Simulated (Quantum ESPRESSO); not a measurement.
# Band energies of HgS

```
HgS
1.0
    4.15638     0.00000     0.00000
   -2.07819     3.59953     0.00000
    0.00000     0.00000     6.77735
S Hg
2 2
Cartesian
  2.07819   1.19984   5.93478
  0.00000   2.39968   2.54610
  2.07819   1.19984   3.38408
  0.00000   2.39968   6.77276
```

PBEsol (pw.x of Quantum ESPRESSO, ONCV potentials, without SOC); path ΓMKΓALHA,LM,KH; energies in eV from the Fermi level.

| k (1/Å) | point | band 22 | band 23 | band 24 | band 25 | band 26 | band 27 | band 28 | band 29 |
|---|---|---|---|---|---|---|---|---|---|
| 0.00 | Γ | -0.96 | -0.96 | -0.52 | -0.10 | -0.01 | -0.01 | 1.29 | 5.91 |
| 0.33 |  | -2.27 | -1.92 | -1.41 | -0.41 | -0.31 | 1.23 | 2.35 | 4.89 |
| 0.65 |  | -3.78 | -3.14 | -2.13 | -1.18 | -0.84 | 2.13 | 2.81 | 4.72 |
| 0.87 | M | -4.46 | -3.15 | -2.32 | -1.48 | -0.99 | 2.27 | 2.81 | 4.81 |
| 1.00 |  | -4.45 | -3.15 | -2.43 | -1.54 | -1.12 | 2.43 | 2.99 | 4.80 |
| 1.38 | K | -4.73 | -3.58 | -2.14 | -2.14 | -1.90 | 3.45 | 3.45 | 4.44 |
| 1.78 |  | -3.36 | -2.95 | -2.53 | -1.09 | -1.02 | 2.38 | 3.27 | 5.09 |
| 2.08 |  | -2.06 | -1.86 | -1.37 | -0.36 | -0.30 | 1.16 | 2.30 | 5.04 |
| 2.38 | Γ | -0.96 | -0.96 | -0.52 | -0.10 | -0.01 | -0.01 | 1.29 | 5.91 |
| 2.73 |  | -2.26 | -0.68 | -0.68 | -0.32 | -0.32 | 1.21 | 1.41 | 5.26 |
| 2.85 | A | -2.96 | -0.50 | -0.50 | -0.50 | -0.50 | 1.39 | 1.39 | 5.37 |
| 3.07 |  | -3.04 | -1.05 | -1.05 | -0.69 | -0.69 | 1.94 | 1.94 | 5.01 |
| 3.50 |  | -4.43 | -1.71 | -1.71 | -1.50 | -1.50 | 2.41 | 2.41 | 4.71 |
| 3.72 | L | -5.04 | -1.69 | -1.69 | -1.67 | -1.67 | 2.32 | 2.32 | 4.73 |
| 3.82 |  | -5.03 | -1.87 | -1.87 | -1.58 | -1.58 | 2.42 | 2.42 | 4.78 |
| 4.12 |  | -5.04 | -2.68 | -2.68 | -1.47 | -1.47 | 3.01 | 3.01 | 5.42 |
| 4.22 | H | -5.06 | -2.76 | -2.76 | -1.46 | -1.46 | 3.05 | 3.05 | 5.61 |
| 4.41 |  | -4.83 | -2.52 | -2.52 | -1.50 | -1.50 | 2.98 | 2.98 | 5.28 |
| 4.68 |  | -3.91 | -1.72 | -1.72 | -1.53 | -1.53 | 2.80 | 2.80 | 4.80 |
| 5.05 |  | -3.01 | -0.92 | -0.92 | -0.64 | -0.64 | 1.82 | 1.82 | 5.10 |
| 5.23 | A | -2.96 | -0.50 | -0.50 | -0.50 | -0.50 | 1.39 | 1.39 | 5.37 |
| 5.23 | L | -5.04 | -1.69 | -1.69 | -1.67 | -1.67 | 2.32 | 2.32 | 4.73 |
| 5.58 |  | -4.52 | -2.99 | -2.27 | -1.44 | -1.04 | 2.20 | 2.81 | 4.88 |
| 5.70 | M | -4.46 | -3.15 | -2.32 | -1.48 | -0.99 | 2.27 | 2.81 | 4.81 |
| 5.70 | K | -4.73 | -3.58 | -2.14 | -2.14 | -1.90 | 3.45 | 3.45 | 4.44 |
| 5.79 |  | -4.76 | -3.54 | -2.07 | -2.07 | -1.94 | 3.42 | 3.42 | 4.50 |
| 6.16 | H | -5.06 | -2.76 | -2.76 | -1.46 | -1.46 | 3.05 | 3.05 | 5.61 |

At this level the gap is closed or nearly so: along the path the highest valence and lowest conduction bands touch, or overlap by less than 0.6 eV, a zero-gap or semimetallic result; the valence top lies at Γ, the conduction bottom at Γ. Semilocal functionals close the gaps of some narrow-gap semiconductors, so this alone doesn't show that the compound has none.

Spin-orbit coupling is left out, which matters for elements this heavy: edges can move by tenths of an eV.

Geometry relaxed with PBEsol.

This is not the ordinary phase of the substance; no match was found in the copy of COD used, and its stability was not checked.
